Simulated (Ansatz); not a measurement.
Start of a relaxation of Si2Sn:

```cif
data_structure
_symmetry_space_group_name_H-M 'P 1'
_symmetry_Int_Tables_number 1
_cell_length_a 3.0486
_cell_length_b 3.0486
_cell_length_c 14.5277
_cell_angle_alpha 90.000
_cell_angle_beta 90.000
_cell_angle_gamma 120.000
_cell_volume 116.93
loop_
_atom_site_label
_atom_site_type_symbol
_atom_site_fract_x
_atom_site_fract_y
_atom_site_fract_z
_atom_site_occupancy
Si1 Si 0.33333 0.66667 0.08333 1
Si2 Si 0.33333 0.66667 0.41667 1
Si3 Si 0.66667 0.33333 0.91667 1
Si4 Si 0.66667 0.33333 0.58333 1
Sn1 Sn 0.33333 0.66667 0.75000 1
Sn2 Sn 0.66667 0.33333 0.25000 1
```

Method: Ansatz, DFT PBE, scalar-relativistic, plane waves, PAW. Cutoff 420 eV, Gaussian smearing, Γ-centred meshes. Cell and atoms relax first on a coarse mesh and then on a finer one. In between, the cell is made exact in the group found at 0.06 Å. In metals the finer mesh still leaves noise of several meV/atom or more. The steps can't lower the symmetry of their start. No spin polarisation.

A guess keeps its type if space group and coordination stay and the shape of the cell changes little (axis ratios within about 15 %, angles within 6°); the volume may change.

Q: Will the relaxed cell still be of the starting type?

A: It doesn't keep its type. The symmetry stays P6_3/mmc (No. 194). The volume per atom grows by 11.0 %, from 19.5 to 21.6 Å³. The shortest distance goes from 2.99 Å (Si–Sn and Si–Si) to 2.38 Å (Si–Si). The ratio c/a of the conventional cell changes by a factor of 0.62. Counting neighbours within 15 % of an atom's shortest distance, the start has Si 12, Sn 12 and the end Si 3, Sn 8. In detail, at the end around Si lie 3 Si at 2.38 Å and 4 Sn at 3.08–3.26 Å; around Sn lie 8 Si at 3.08–3.26 Å and 6 Sn at 3.70 Å.

```cif
data_structure
_symmetry_space_group_name_H-M 'P 1'
_symmetry_Int_Tables_number 1
_cell_length_a 3.7010
_cell_length_b 3.7010
_cell_length_c 10.9410
_cell_angle_alpha 90.000
_cell_angle_beta 90.000
_cell_angle_gamma 120.000
_cell_volume 129.78
loop_
_atom_site_label
_atom_site_type_symbol
_atom_site_fract_x
_atom_site_fract_y
_atom_site_fract_z
_atom_site_occupancy
Si1 Si 0.33333 0.66667 0.04753 1
Si2 Si 0.33333 0.66667 0.45247 1
Si3 Si 0.66667 0.33333 0.95247 1
Si4 Si 0.66667 0.33333 0.54753 1
Sn1 Sn 0.33333 0.66667 0.75000 1
Sn2 Sn 0.66667 0.33333 0.25000 1
```

The last run used a 12×12×4 mesh (in the run's order of axes) for its 6-atom cell and Gaussian smearing of 0.10 eV. A structure relaxed within its symmetry needn't be a true minimum.
